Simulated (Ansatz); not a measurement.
BeSe in space group Pm-3n (No. 223; Be on 6c, Se on 6d), plane-wave PAW PBE (Ansatz code). The conduction-band minimum lies on the Γ–X line, 79 % of the way from Γ, with 6 equivalent valleys. Second derivatives d²E/dk² of the lowest band at one valley (eV·Å²), along Cartesian directions:

| direction | d²E/dk² |
|---|---|
| [100] | 16.42 |
| [010] | 16.42 |
| [001] | 10.33 |
| [110] | 16.43 |
| [101] | 13.38 |
| [011] | 13.38 |

### Question
Find the principal effective masses, the density-of-states mass and the conductivity mass.

### Answer
Off-diagonal terms follow from H_xy = H[110] − (H_xx + H_yy)/2, and m*/mₑ = 7.620 eV·Å² over each eigenvalue: 0.46, 0.46, 0.74. One valley's DOS mass (m₁m₂m₃)^(1/3) = 0.54, conductivity mass 3/(Σ 1/mᵢ) = 0.53 mₑ.

### Question
What effective density of states Nc follows at 300 K for parabolic valleys?

### Answer
Nc = 2.509e19 × 6 × (0.54)^(3/2) ≈ 6.0e19 cm⁻³.

The start of the workflow was typed in or built on a structure type; neither database checked (COD, Materials Project) lists it. COD files the formula under space group No. 216. Its standing as an ambient phase is unchecked. The cell was relaxed with PBE under the symmetry of its start; its stability against distortions is not shown here. The volume moved by 20 % from the start of the relaxation. Scalar-relativistic: spin–orbit coupling is off unless named, which matters more the heavier the elements.

Potentials: the earlier of the program's two PAW sets.

Edges and masses are those of Kohn–Sham bands, whose gap is no quasiparticle gap.
